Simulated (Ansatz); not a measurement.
A geometry of W away from equilibrium: step 2 of the relaxation of a generated cell, W built in the AFLOW prototype A_tP4_129_ac (A_d). These are r2SCAN (plane waves to 500 eV, PAW, scalar-relativistic; Ansatz, a quantum-chemistry and plane-wave program) values and carry that method's errors. Γ-centred k-mesh 7×7×10 on the run's cell (coarser than for final values), Fermi–Dirac smearing 0.05 eV. The plane waves were selected for a different cell earlier on the path.

```
W
1.0
    4.53817     0.00000     0.00000
    0.00000     4.53817     0.00000
    0.00000     0.00000     3.15335
W
4
Direct
  0.00000   0.00000   0.00000
  0.50000   0.50000   0.00000
  0.50000   0.00000   0.43759
  0.00000   0.50000   0.56241
```

**Question.** What forces act on the atoms (eV/Å)?

**Answer.** 
```
atom    Fx    Fy     Fz
----  ----  ----  -----
W1    0.00  0.00   0.00
W2    0.00  0.00   0.00
W3    0.00  0.00   2.68
W4    0.00  0.00  -2.68
```

The path ends in Im-3m (No. 229) (bcc (W type)). No spin polarisation in the result.

The run could not lose the symmetry of its start; a randomly shaken copy of 2 atoms returns to this structure.
